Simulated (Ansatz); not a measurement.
Computed with Ansatz 0.2.0, DFT PBE, scalar-relativistic, plane waves, PAW. Settings: cutoff 420 eV, Γ-centred meshes spaced at most about 0.3 Å⁻¹, and about 0.25 Å⁻¹ or finer for metals (2π included), Gaussian smearing. No spin polarisation in the final relaxations.

These are static total energies at zero pressure. All come from trial cells, and lower structures may exist.

**Question.** Order these relaxed structures of Al₂Si by energy, lowest first, with the energy over the lowest of them.
A. Space group P4/mmm (No. 123), tetragonal, a = 2.848 Å, c = 6.393 Å. Al has 1 Al at 2.67 Å, 4 Si at 2.74 Å and 4 Al at 2.85 Å; Si has 8 Al at 2.74 Å and 4 Si at 2.85 Å.
B. Space group P4/mmm (No. 123), tetragonal, a = 2.825 Å, c = 11.808 Å. Al on a site of symmetry 4mm has 4 Si at 2.78 Å and 8 Al at 2.83–2.86 Å; Al on a site of symmetry 4/mmm has 8 Si at 2.77 Å and 4 Al at 2.83 Å; Al on a second site of symmetry 4/mmm has 12 Al at 2.83–2.86 Å; Si is surrounded by 8 Al at 2.77–2.78 Å and 4 Si at 2.83 Å.

**Answer.** B (0 meV/atom), A (136 meV/atom). Forms: B Al and Si ordered on fcc sites, P4/mmm; A P4/mmm. Counting Si atoms around Al (those within 1.25 times the shortest such distance or 1.15 times the sum of covalent radii; the shortest distance is added where it is long for a bond; a slash parts the counts of unlike sites): B has Al 4 from 2.8 Å/8 from 2.8 Å/2+8 from 4.0 Å; A has Al 4 from 2.7 Å. Even the lowest lies +0.14 eV/atom against the elements.

Cells relaxed within their symmetry can be saddle points. Some candidate types were left out of the draw beforehand, so a known form may be missing.
